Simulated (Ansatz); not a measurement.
ZrRh3 (Cu3Au type, Pm-3m), a = 3.9291 Å, b = 3.9291 Å, c = 3.9291 Å, α = 90.00°, β = 90.00°, γ = 90.00°.

Relaxed with r²SCAN.

Which orbitals make up the states near the Fermi level in r²SCAN in the plane-wave PAW code Ansatz?

Within 0.5 eV of the Fermi level: Rh 4d 71 %, Zr 4d 14 %, Zr 5s 6 %. Projections are on Löwdin-orthogonalised atomic valence shells; empty p or d shells of many metals are not among them.

Tabulate the density of states.

States/eV per cell of 4 atoms, in 0.25 eV bins, energy from the Fermi level.

| E (eV) | total | Rh 4d | Zr 4d | Rh 5s |
|---|---|---|---|---|
| -7.30 | 0.00 | 0.00 | 0.00 | 0.00 |
| -7.05 | 0.06 | 0.00 | 0.00 | 0.04 |
| -6.80 | 0.15 | 0.00 | 0.00 | 0.09 |
| -6.55 | 0.21 | 0.00 | 0.00 | 0.13 |
| -6.30 | 0.26 | 0.00 | 0.00 | 0.17 |
| -6.05 | 0.33 | 0.01 | 0.00 | 0.20 |
| -5.80 | 0.40 | 0.02 | 0.01 | 0.25 |
| -5.55 | 0.73 | 0.20 | 0.07 | 0.31 |
| -5.30 | 1.63 | 0.76 | 0.24 | 0.44 |
| -5.05 | 3.75 | 2.20 | 0.54 | 0.75 |
| -4.80 | 5.61 | 3.74 | 0.72 | 0.86 |
| -4.55 | 7.59 | 5.41 | 0.99 | 0.78 |
| -4.30 | 7.90 | 6.09 | 0.89 | 0.53 |
| -4.05 | 6.73 | 5.51 | 0.68 | 0.30 |
| -3.80 | 4.91 | 4.13 | 0.43 | 0.19 |
| -3.55 | 4.62 | 4.02 | 0.37 | 0.10 |
| -3.30 | 5.87 | 5.01 | 0.57 | 0.15 |
| -3.05 | 5.14 | 4.48 | 0.39 | 0.16 |
| -2.80 | 4.77 | 4.10 | 0.33 | 0.20 |
| -2.55 | 5.57 | 4.73 | 0.39 | 0.29 |
| -2.30 | 5.28 | 4.43 | 0.36 | 0.34 |
| -2.05 | 8.84 | 7.61 | 0.72 | 0.32 |
| -1.80 | 9.04 | 7.78 | 0.79 | 0.29 |
| -1.55 | 5.81 | 4.82 | 0.54 | 0.32 |
| -1.30 | 7.08 | 6.07 | 0.60 | 0.24 |
| -1.05 | 6.87 | 6.08 | 0.43 | 0.18 |
| -0.80 | 4.08 | 3.50 | 0.29 | 0.12 |
| -0.55 | 3.87 | 3.22 | 0.32 | 0.12 |
| -0.30 | 4.24 | 3.12 | 0.51 | 0.20 |
| -0.05 | 3.56 | 2.20 | 0.68 | 0.17 |
| 0.20 | 2.59 | 1.77 | 0.39 | 0.12 |
| 0.45 | 2.90 | 2.37 | 0.25 | 0.08 |
| 0.70 | 2.99 | 2.61 | 0.18 | 0.05 |
| 0.95 | 1.56 | 1.25 | 0.13 | 0.06 |
| 1.20 | 0.49 | 0.30 | 0.07 | 0.04 |
| 1.45 | 0.16 | 0.03 | 0.05 | 0.03 |
| 1.70 | 0.12 | 0.02 | 0.04 | 0.02 |
| 1.95 | 0.56 | 0.12 | 0.33 | 0.03 |
| 2.20 | 1.80 | 0.45 | 1.02 | 0.13 |
| 2.45 | 7.44 | 1.94 | 4.47 | 0.51 |
| 2.70 | 5.61 | 1.60 | 3.24 | 0.46 |
| 2.95 | 5.01 | 1.70 | 2.75 | 0.39 |
| 3.20 | 6.26 | 2.24 | 3.01 | 0.79 |
| 3.45 | 2.63 | 0.60 | 1.60 | 0.22 |
| 3.70 | 1.78 | 0.31 | 1.08 | 0.22 |
| 3.95 | 1.55 | 0.24 | 0.93 | 0.23 |
| 4.20 | 1.79 | 0.27 | 1.10 | 0.23 |
| 4.45 | 1.81 | 0.27 | 1.04 | 0.24 |

The first step of the workflow began from a Materials Project structure, measured or hypothetical; the Crystallography Open Database files this formula in space group No. 221, but the cells were not matched. Its standing as an ambient phase is unchecked. The cell was relaxed with r²SCAN under the symmetry of its start; whether a distortion lowers the energy is not shown. No spin polarisation was allowed. Spin–orbit coupling is left out wherever it is not named.

Potentials: the later of the program's two PAW sets.
